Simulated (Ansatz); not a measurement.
## Computed properties of Sn₂Ru

Sn2Ru:
```cif
data_Ru4Sn8
_chemical_formula_sum 'Sn8 Ru4'
_space_group_name_H-M_alt 'I4/mcm'
_space_group_IT_number 140
_space_group_name_Hall '-I 4 2c'
_cell_length_a 6.38005
_cell_length_b 6.38005
_cell_length_c 5.76945
_cell_angle_alpha 90.000
_cell_angle_beta 90.000
_cell_angle_gamma 90.000
loop_
_atom_site_label
_atom_site_type_symbol
_atom_site_symmetry_multiplicity
_atom_site_Wyckoff_symbol
_atom_site_fract_x
_atom_site_fract_y
_atom_site_fract_z
_atom_site_occupancy
Sn1 Sn 8 h 0.33644 0.16356 0.00000 1
Ru1 Ru 4 a 0.00000 0.00000 0.25000 1
```
(The calculation used a cell of 6 atoms; values per cell refer to that cell.)

Space group I4/mcm (No. 140); conventional cell a = b = 6.380 Å, c = 5.769 Å, α = β = γ = 90.00°.

Method: plane-wave PAW r²SCAN (Ansatz code). The cell and atoms are relaxed at this level. Other levels are named where they apply.

Cell and energy:

- Volume per atom: 19.57 Å³
- Density: 9.57 g/cm³
- Formation energy from the elements (no fitted shifts): -0.095 eV/atom

Electronic structure:

Electronic character: metallic (no gap)
Density of states at the Fermi level: 0.58 states/eV per atom (mean over ±0.08 eV)

Charges:

- Bader charges = Sn +0.35, Ru -0.70 e

The workflow started from an entry of the Crystallography Open Database (COD). Whether it is the stable phase at ambient conditions was not checked. The cell was relaxed with r²SCAN under the symmetry of its start; its stability against distortions is not shown here. The run is not spin-polarised. Axis ratios of metals converge slowly with the k-mesh, so a and c are less sure than the volume. The references are the lowest solids computed at this level, not always the standard phases. Spin–orbit coupling is left out wherever it is not named.

Potentials: the later of the program's two PAW sets.
